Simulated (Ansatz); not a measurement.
Values for one crystal, relaxed and computed with the program Ansatz at the r²SCAN level (PAW); other levels are named.

```yaml
volume_per_atom: 14.98 Å³
electronic_character: metallic (no gap)
Density of states at the Fermi level: 0.39 states/eV per atom (mean over ±0.08 eV)
Formation energy from the elements (no fitted shifts): -0.64 eV/atom
```

Question: Pick the material that matches.
(A) YSiRu, Pnma (Y on 4c, Si on 4c, Ru on 4c)
(B) HfCuSi, Pnma (Hf on 4c, Si on 4c, Cu on 4c)
(C) CoSi2, fluorite or antifluorite type
(D) Y2AlSi2, Immm (Y on 4j, Al on 2a, Si on 4h)

Answer: B, HfCuSi, Pnma (Hf on 4c, Si on 4c, Cu on 4c)

The first step of the workflow began from a Materials Project structure, measured or hypothetical; the Crystallography Open Database copy checked does not list it. Whether it is the stable phase at ambient conditions was not checked. The cell was relaxed with r²SCAN under the symmetry of its start; whether a distortion lowers the energy is not shown. The run is not spin-polarised. The references are the lowest solids computed at this level, not always the standard phases. Spin–orbit coupling is left out wherever it is not named.

Potentials: the later of the program's two PAW sets.
